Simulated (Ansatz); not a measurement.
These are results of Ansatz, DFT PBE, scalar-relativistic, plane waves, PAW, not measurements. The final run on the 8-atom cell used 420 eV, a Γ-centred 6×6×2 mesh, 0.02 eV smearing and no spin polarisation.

Energies over the elements count from the elements' standard structures at the same level, with no fitted energy shifts.

Question: Find a candidate trigonal semiconductor made of Cd, Mg and Te, with a gap near 0.9 eV, a formation energy near −0.56 eV/atom and a density near 5.05 g/cm³, in a cell of 8 atoms.

Answer: MgCd3Te4, space group P3m1 (No. 156). Around Mg lie 4 Te at 2.83 Å; Cd on its first site is surrounded by 4 Te at 2.86–2.87 Å; Cd on its second site has 4 Te at 2.86–2.87 Å; Te on its first site has 4 Cd at 2.86–2.87 Å; 4 more sites not described.

```cif
data_structure
_symmetry_space_group_name_H-M 'P3m1'
_symmetry_Int_Tables_number 156
_cell_length_a 4.6606
_cell_length_b 4.6606
_cell_length_c 15.2377
_cell_angle_alpha 90.000
_cell_angle_beta 90.000
_cell_angle_gamma 120.000
_cell_volume 286.63
loop_
_atom_site_label
_atom_site_type_symbol
_atom_site_symmetry_multiplicity
_atom_site_Wyckoff_symbol
_atom_site_fract_x
_atom_site_fract_y
_atom_site_fract_z
_atom_site_occupancy
Mg1 Mg 1 b 0.33333 0.66667 0.49728 1
Cd1 Cd 1 b 0.33333 0.66667 0.99894 1
Cd2 Cd 1 c 0.66667 0.33333 0.25137 1
Cd3 Cd 1 c 0.66667 0.33333 0.74716 1
Te1 Te 1 b 0.33333 0.66667 0.18732 1
Te2 Te 1 b 0.33333 0.66667 0.68291 1
Te3 Te 1 c 0.66667 0.33333 0.43967 1
Te4 Te 1 c 0.66667 0.33333 0.93537 1
```

* Volume per atom: 35.83 Å³
* Density: 5.05 g/cm³
* Formation energy: −0.564 eV/atom
* Gap on the 6×6×2 mesh of the 8-atom cell: 0.90 eV

It was reached by relaxing an invented guess, and it needn't be the stable form of this composition. Other answers may fit too; this one was computed.

Spin–orbit coupling, which can matter for Te, is left out. Kohn–Sham gaps at this level usually fall short of measured ones. The missing spin–orbit coupling can work the other way here. The reference form of Te is held partly by dispersion forces, which this level lacks. Symmetry constrained the relaxation, so the result can be a saddle point.
